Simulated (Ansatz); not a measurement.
The elements of this relaxed trial crystal are hidden behind letters.

```
lattice vectors (Å)
   4.9608    0.0000    0.0000
   0.0000    4.9608    0.0000
   0.0000    0.0000    3.7700
fractional positions
X 0.0000 0.5000 0.5000
X 0.5000 0.0000 0.5000
Z 0.0000 0.0000 0.0000
Q 0.5000 0.5000 0.5000
```

All numbers below come from DFT PBE, scalar-relativistic, plane waves, PAW in Ansatz 0.2.0. Settings of the last relaxation (4-atom cell): 420 eV, 10×10×12 k points, Gaussian smearing of 0.10 eV, no spin polarisation.

```
Space group                                 : P4/mmm (No. 123)
Conventional cell                           : a = 4.961 Å, c = 3.770 Å
Volume per atom                             : 23.20 Å³
Density                                     : 4.31 g/cm³
Formation energy                            : −1.10 eV/atom
Gap on the 10×10×12 mesh of the 4-atom cell : 0 eV (a metal)
```

Energies are uncorrected and count from the elements' standard states at the same level.

**Question.** X is a d-block element of period 4, Z is a p-block element of period 5 and Q is a p-block element of period 3. Which elements are they?

**Answer.** X = Sc, Z = Sn, Q = S, so the formula is Sc2SnS. Density times volume gives a mean mass of 4.31 × 23.20/1.6605 = 60.2 u per atom, and this set has 60.2 u. Sc is surrounded by 2 S at 2.48 Å, 4 Sn at 3.12 Å and 4 Sc at 3.51 Å; around Sn lie 8 Sc at 3.12 Å; S is surrounded by 4 Sc at 2.48 Å. Other sets within the hints have nearly the same mass, so mass alone doesn't settle it; this one was computed.

Symmetry constrained the relaxation, so the result can be a saddle point. Another cell of Sc2SnS relaxed alike, in P-6m2, lies 94 meV/atom lower, so this cell isn't the stable form at this level.
